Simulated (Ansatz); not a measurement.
Hf₂SnC in space group P6_3/mmc (No. 194; Hf on 4f, Sn on 2d, C on 2a) under volume change, r²SCAN (plane waves, PAW; program Ansatz), shape and atoms relaxed at each volume.

```json
[
 {"V (Å³/atom)": "15.759", "E − E(relaxed) (meV/atom)": "…", "P (GPa)": "…"},
 {"V (Å³/atom)": "16.279", "E − E(relaxed) (meV/atom)": "31.7", "P (GPa)": "10.40"},
 {"V (Å³/atom)": "16.799", "E − E(relaxed) (meV/atom)": "7.4", "P (GPa)": "4.74"},
 {"V (Å³/atom)": "17.318", "E − E(relaxed) (meV/atom)": "0.0", "P (GPa)": "0.01"},
 {"V (Å³/atom)": "17.838", "E − E(relaxed) (meV/atom)": "6.7", "P (GPa)": "-4.07"},
 {"V (Å³/atom)": "18.357", "E − E(relaxed) (meV/atom)": "…", "P (GPa)": "…"},
 {"V (Å³/atom)": "18.877", "E − E(relaxed) (meV/atom)": "54.9", "P (GPa)": "-10.40"}
]
```

Complete the blanks.


- 15.759, E − E(relaxed) (meV/atom): 75.8
- 15.759, P (GPa): 16.97
- 18.357, E − E(relaxed) (meV/atom): 25.7
- 18.357, P (GPa): -7.52

What does a third-order Birch–Murnaghan fit give for V₀, B₀ and B′?

V₀ = 17.32 Å³/atom, B₀ = 146 GPa, B′ = 4.4.

The first step of the workflow began from a Materials Project structure, measured or hypothetical; the Crystallography Open Database copy checked does not list it. Its standing as an ambient phase is unchecked. The cell was relaxed with r²SCAN under the symmetry of its start; whether a distortion lowers the energy is not shown. The run is not spin-polarised. Scalar-relativistic: spin–orbit coupling is off unless named, which matters more the heavier the elements.

Potentials: the later of the program's two PAW sets.
